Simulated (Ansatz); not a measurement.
# Mo (Im-3m), clamped-ion strain scan

All numbers below come from Ansatz, DFT PBEsol, scalar-relativistic, plane waves, PAW. The runs took a 420 eV cutoff, a Γ-centred 22×22×22 mesh and Gaussian smearing (0.15 eV). No spin polarisation. Energies are free energies at this smearing, counted from the undisturbed cell; pressure is positive in compression.

The starting cell (as given, not relaxed at this level; it stands at -3.2 GPa):

```yaml
crystal:
  lattice:
    - [-1.57100, 1.57100, 1.57100]
    - [1.57100, -1.57100, 1.57100]
    - [1.57100, 1.57100, -1.57100]
  atoms:
    - { symbol: Mo, position: [0.00000, 0.00000, 0.00000] }
```

The cell is strained by ε times the Voigt pattern (0, 1, 0, 0, 0, 0) (xx, yy, zz, yz, xz, xy; engineering shear) with fractional coordinates fixed. The cell is metallic on the mesh throughout.

| ε | ΔE (meV/atom) | stress summed along the pattern (GPa, tension positive) | pressure (GPa) |
| --- | --- | --- | --- |
| -0.0600 | 74.5 | -30.83 | 16.1 |
| -0.0450 | 36.8 | -21.26 | 10.5 |
| -0.0300 | 12.5 | -12.33 | 5.5 |
| -0.0150 | 0.6 | -4.17 | 0.9 |
| 0.0000 | 0.0 | 3.24 | -3.2 |
| 0.0150 | 9.7 | 9.96 | -7.0 |
| 0.0300 | ? | 16.05 | ? |
| 0.0450 | 56.0 | 21.52 | -13.6 |
| 0.0525 | ? | 24.03 | ? |
| 0.0600 | ? | 26.39 | ? |

Problem. Give the withheld values.

Solution. ΔE (meV/atom) at ε = 0.0300: 28.6; pressure (GPa) at ε = 0.0300: -10.5; ΔE (meV/atom) at ε = 0.0525: 72.5; pressure (GPa) at ε = 0.0525: -15.1; ΔE (meV/atom) at ε = 0.0600: 90.8; pressure (GPa) at ε = 0.0600: -16.5.